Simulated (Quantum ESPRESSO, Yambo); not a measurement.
**Levels of theory for the gap of K$_{3}$RhF$_{6}$**

K$_{3}$RhF$_{6}$ (space group Fm-3m, No. 225): one geometry, one set of PBEsol (Quantum ESPRESSO, PseudoDojo norm-conserving, 88 Ry, no spin-orbit coupling) orbitals, self-energies from Yambo (2×2×2 Γ-centred k mesh, bands 5 to 328 and a 8 Ry block in the screening, 328 bands in G with the Bruneval-Gonze terminator, plasmon pole fitted at 27.2 eV).

The geometry is that of Materials Project entry mp-1111856, symmetrised and not relaxed again.

| level | gap X → X (eV) | rough Yambo cost |
|---|---|---|
| PBEsol (Quantum ESPRESSO) | 2.11 | – |
| exchange only (Hartree-Fock self-energy on PBEsol orbitals) | 14.55 | about 1/10 (6 states) |
| static COHSEX@PBEsol | 7.05 | within a factor of two (2 states) |
| G0W0@PBEsol, plasmon pole | 5.98 | 1 (6 states) |

Bare exchange has no screening and gives the widest gap; static COHSEX screens it but leaves out the frequency dependence, which G0W0 restores.

Costs are rough ratios of core time on shared machines.

Nearest settings tried, and what they do to the gap: 212 bands in G: -7 meV; 212 bands in W, 212 bands in G: +40 meV; 3 Ry block (137 vectors against 531): +184 meV. Not varied: mesh. So the settings aren't converged at that level. The k mesh is coarse.

Spin-orbit splittings are left out.

The structure is a Materials Project entry; no match was found in the copy of COD used, and its stability was not checked.
